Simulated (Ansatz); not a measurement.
Relaxed-ion elastic tensor of MoPt (CsCl type, Pm-3m) in GPa (Voigt order), PBEsol in the plane-wave PAW code Ansatz; density 15.61 g/cm³, 15.48 Å³ per atom.

|  | 1 | 2 | 3 | 4 | 5 | 6 |
|---|---|---|---|---|---|---|
| 1 | 75.7 | 370 | 370 | 0.0 | 0.0 | 0.0 |
| 2 | 370 | 75.7 | 370 | 0.0 | 0.0 | 0.0 |
| 3 | 370 | 370 | 75.7 | 0.0 | 0.0 | 0.0 |
| 4 | 0.0 | 0.0 | 0.0 | 114 | 0.0 | 0.0 |
| 5 | 0.0 | 0.0 | 0.0 | 0.0 | 114 | 0.0 |
| 6 | 0.0 | 0.0 | 0.0 | 0.0 | 0.0 | 114 |

Q: Is the crystal mechanically stable?

A: No: the smallest eigenvalue of C is -294 GPa.

The start of the workflow was typed in or built on a structure type; neither database checked (COD, Materials Project) lists it. Whether it is the stable phase at ambient conditions was not checked. The PBEsol relaxation kept the symmetry of its start. At this level the phase is mechanically unstable. No spin polarisation was allowed. Its formation energy is positive at this level, so the cell may be metastable or incomplete. As this level gives no gap, shear constants depend on the k-mesh and smearing (Fermi–Dirac, 0.1 eV here). Scalar-relativistic: spin–orbit coupling is off unless named, which matters more the heavier the elements.

Potentials: the later of the program's two PAW sets.
